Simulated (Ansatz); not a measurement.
Sc (hcp (Mg type), space group No. 194) under volume change, plane-wave PAW r²SCAN+D4 (Ansatz code), shape and atoms relaxed at each volume.

| V (Å³/atom) | E − E(relaxed) (meV/atom) | P (GPa) |
|---|---|---|
| 22.453 | (withheld) | (withheld) |
| 23.193 | 16.8 | 3.80 |
| 23.933 | (withheld) | (withheld) |
| 24.673 | 0.0 | 0.00 |
| 25.414 | 3.7 | -1.58 |
| 26.154 | 14.3 | -2.97 |
| 26.894 | 30.9 | -4.19 |

Task: Fill in the missing entries.

Result: 
- 23.933, E − E(relaxed) (meV/atom): 4.0
- 23.933, P (GPa): 1.78
- 22.453, E − E(relaxed) (meV/atom): 39.5
- 22.453, P (GPa): 6.08

Task: What does a third-order Birch–Murnaghan fit give for V₀, B₀ and B′?

Result: V₀ = 24.67 Å³/atom, B₀ = 55.7 GPa, B′ = 3.1.

Space group P6_3/mmc (hcp (Mg type)). The cell was relaxed with r²SCAN+D4 under the symmetry of its start. No spin polarisation was allowed. The pairwise dispersion correction was not fitted to metals.

Potentials: the later of the program's two PAW sets.
